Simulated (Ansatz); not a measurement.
**Stress against strain in NaHF2**

```
CELL_PARAMETERS angstrom
1.72845 0.99792 4.63887
-1.72845 0.99792 4.63887
0.00000 -1.99584 4.63887
ATOMIC_POSITIONS crystal
Na 0.00000 0.00000 0.00000
H 0.50000 0.50000 0.50000
F 0.41000 0.41000 0.41000
F 0.59000 0.59000 0.59000
```

Atom numbers follow the list: Na1, H2, F3, F4.

The cell comes from COD entry 1010284, which wasn't checked; take it as a given geometry. It is an old determination, and later ones may differ.

The calculation used Ansatz 0.2.0, DFT, LDA, all-electron LAPW, scalar-relativistic.

Sampling and basis: a Γ-centred 10×10×10 k mesh, Fermi–Dirac smearing of 0.02 eV, basis error target 1 meV/atom, no spin polarisation.

The strain is applied along the Cartesian axes of the cell as listed (the other components stay zero). Fractional coordinates are held (clamped ions).

σ is the change of stress from the unstrained cell, which is at -6.98 GPa; tension is positive, so slopes are stress–strain coefficients at that pressure.

Only quantities that a quadratic follows smoothly over the whole series are listed; rougher ones are left out.

```csv
εzz,σzz (GPa),σxx (GPa)
-0.0200,-3.37,-0.34
0.0000,0.00,0.00
0.0100,1.48,0.15
0.0200,2.85,0.29
```

Fit the series and read off the stiffness at zero strain.

Least-squares fits y = p0 + p1 x + p2 x² to the rows give σzz (GPa): p1 = 155, p2 = -640; σxx (GPa): p1 = 15.7, p2 = -61. So C33 = 155 GPa and C13 = 16 GPa, for these axes.

One run, at εzz = -0.0100, is withheld. Predict its row.

The fits give -1.62, -0.16; the run gave -1.61, -0.16.
